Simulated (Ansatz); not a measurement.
Here is the system:

AgRhO2:
```cif
data_AgO2Rh
_chemical_formula_sum 'Ag1 Rh1 O2'
_space_group_name_H-M_alt 'P 1'
_space_group_IT_number 1
_cell_length_a 6.35844
_cell_length_b 6.35844
_cell_length_c 6.35844
_cell_angle_alpha 27.517
_cell_angle_beta 27.517
_cell_angle_gamma 27.517
loop_
_space_group_symop_operation_xyz
  'x, y, z'
loop_
_atom_site_label
_atom_site_type_symbol
_atom_site_fract_x
_atom_site_fract_y
_atom_site_fract_z
_atom_site_occupancy
Ag1 Ag 0.00000 0.00000 0.00000 1
Rh1 Rh 0.50000 0.50000 0.50000 1
O1 O 0.88750 0.88750 0.88750 1
O2 O 0.11250 0.11250 0.11250 1
```

This is the LDA-relaxed structure.

Q: All from LDA (plane waves, PAW; program Ansatz), unless another level is named. Predict the Debye temperature from the elastic constants.

A: 336 K.

Q: Predict the highest zone-centre frequency (without LO–TO term).

A: 629 cm⁻¹.

Space group R-3m. The workflow started from a Materials Project entry (that database holds measured and hypothetical structures alike); the Crystallography Open Database copy checked does not list it. Its standing as an ambient phase is unchecked. Symmetry was held in the LDA relaxation; of distortions, only those at the zone centre were tested. No spin polarisation was allowed.

Potentials: the later of the program's two PAW sets.
